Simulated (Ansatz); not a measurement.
**AlN with Zn replacing Al: gradients before and after relaxing the atoms**

Start: a supercell of AlN (wurtzite type, P6_3mc) built from a structure deposited in the COD (the entry's cell lengths or inner coordinates differ somewhat from later room-temperature determinations), with all atoms left at the host's positions.

Space group P3m1 (No. 156); a = 6.2260, c = 9.9620 Å, γ = 120.00°.

```
site  Wyckoff  site symmetry       x       y       z
  Zn       1a            3m.  0.0000  0.0000  0.0000
 Al2       1a            3m.  0.0000  0.0000  0.5000
 Al3       3d            .m.  0.0000  0.5000  0.0000
 Al4       3d            .m.  0.0000  0.5000  0.5000
 Al9       3d            .m.  0.1667  0.8333  0.2500
Al10       3d            .m.  0.1667  0.8333  0.7500
Al15       1c            3m.  0.6667  0.3333  0.2500
Al16       1c            3m.  0.6667  0.3333  0.7500
 N17       1a            3m.  0.0000  0.0000  0.1900
 N18       1a            3m.  0.0000  0.0000  0.6900
 N19       3d            .m.  0.0000  0.5000  0.1900
 N20       3d            .m.  0.0000  0.5000  0.6900
 N25       3d            .m.  0.1667  0.8333  0.4400
 N26       3d            .m.  0.1667  0.8333  0.9400
 N31       1c            3m.  0.6667  0.3333  0.4400
 N32       1c            3m.  0.6667  0.3333  0.9400
```

One atom of each set is listed.

All values are calculated (Ansatz; DFT, PBE, plane waves and PAW, scalar-relativistic, collinear spin, 420 eV cutoff, Γ-centred 4×4×2 k-points, Fermi–Dirac smearing 0.01 eV), not measured. Start moments as typed (μB): 1 on each Zn, none on the rest.

The largest force at the start is 2.2 eV/Å. Relaxing the ions at fixed cell moves them by 0.134 Å at most (atom 17, N) and 0.039 Å rms.

```csv
site,moved (Å),first shell before,first shell after,V_zz before (10²¹ V/m²),η before
Zn,0.033,4 N at 1.89 Å,4 N at 1.99 Å,-1.44,0.00
Al2,0.024,4 N at 1.89 Å,4 N at 1.89–1.91 Å,0.15,0.00
Al3,0.008,4 N at 1.89 Å,4 N at 1.87–1.90 Å,-0.25,0.41
Al9,0.012,4 N at 1.89 Å,4 N at 1.86–1.90 Å,0.35,0.28
Al10,0.027,4 N at 1.89 Å,4 N at 1.88–1.89 Å,0.21,0.34
Al16,0.009,4 N at 1.89 Å,4 N at 1.89–1.91 Å,0.20,0.00
N17,0.134,"1 Zn at 1.89 Å, 3 Al at 1.89 Å","3 Al at 1.86 Å, 1 Zn at 1.99 Å",1.35,0.00
N25,0.020,4 Al at 1.89 Å,4 Al at 1.88–1.90 Å,0.12,0.16
N26,0.088,"3 Al at 1.89 Å, 1 Zn at 1.89 Å","3 Al at 1.87–1.88 Å, 1 Zn at 1.99 Å",2.40,0.19
N32,0.005,4 Al at 1.89 Å,4 Al at 1.89–1.91 Å,-0.062,0.00
```

Q: How do the gradients change?

A: 

```tsv
site	V_zz after	η after	change of V_zz
Zn	-2.17	0.00	-0.73
Al2	0.65	0.00	+0.50
Al3	-0.73	0.24	-0.48
Al9	0.74	0.99	+0.39
Al10	0.46	0.29	+0.25
Al16	0.59	0.00	+0.39
N17	1.57	0.00	+0.22
N25	-0.16	0.63	-0.28
N26	2.93	0.10	+0.53
N32	0.14	0.00	+0.20
```

The largest change of V_zz along a kept axis is on Zn, from -1.44 to -2.17. In per cent, |V_zz| changes by +22 on N (all sites that start above 2). Where |V_zz| stays above 0.1 and the axes keep their order, η moves most on Al9, from 0.28 to 0.99. V_zz changes sign on N25 (axis turned by 26°), N32 (same axis). On N20, N19 (not in the table) the largest principal value lies along another axis in the second run, so the two V_zz can't be compared directly. The table leaves out 6 of the 16 sites, with |V_zz| up to 0.47; their tensors move by 0.17 at most along any direction. The statements above cover all sites. The host's own positions weren't relaxed first, so part of the change far from the defect can be the host's relaxation.

The defect repeats with the cell of 32 atoms, so it feels its images: sites between two images don't show the values beside a lone defect, and zeros or small values of η there can come from the images' arrangement. Al and N carry a gradient in the pure host already, so the values there aren't the defect's effect alone. The defect cell has no gap above 0.1 eV on its mesh, so the values can hang on the smearing and the k-mesh. The cell keeps the host's lattice, where the PBE pressure is 6 GPa. The run lost most of its start moments on Zn; a state with other moments may lie lower.
Before: The neighbours have not yet relaxed around the defect (largest force 2.2 eV/Å), so a real crystal will differ.
After: The relaxation keeps the site symmetry 3m of the start, so the impurity can move only along its axis; a distortion that would localise the partly filled state isn't explored.
